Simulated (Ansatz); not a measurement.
This run works on a proposed trial structure, not on a known crystal.

Input and command of a plane-wave DFT calculation in Ansatz:

```yaml
crystal:
  lattice:
    - [-1.9, 5.6, 2.65]
    - [1.9, -5.6, 2.65]
    - [1.9, 5.6, -2.65]
  atoms:
    - { symbol: Ga, position: [0.33333, 0.0, 0.33333] }
    - { symbol: Ga, position: [0.66667, 0.0, 0.66667] }
    - { symbol: As, position: [0.41667, 0.25, 0.16667] }
    - { symbol: As, position: [0.08333, 0.25, 0.83333] }
    - { symbol: As, position: [0.75, 0.25, 0.5] }
basis:
  ecutwfc: 420
kpoints:
  mp_grid: { grid: [5, 5, 5] }
hamiltonian:
  xc: pbe
scf:
  occupations: { method: gaussian, width: 0.2 }
  lower_state_search: "off"
output:
  forces: true
  stress: true
  eigenvalues: true
relax:
  adjacent_minimum: "off"
  f_tol: 0.08
  max_steps: 16
  cell: { stress_tol: 0.8 }
```

```bash
ansatz run input.yaml --threads 1 --pin off --max-ram 2560MiB --backend cpu --events-out ev --progress --plain --runs-dir out
```

Processor: Intel(R) Xeon(R) 6975P-C (Granite Rapids), 1 thread, on a host shared with other jobs.

Q: How long does it run, and how much memory does it take?

A: About 88 s, peak memory 0.44 GiB. It solves 43 bands at 27 k points (after reduction by symmetry) with about 2203 plane waves (on the last cell), in 62 SCF iterations over 10 ionic steps.
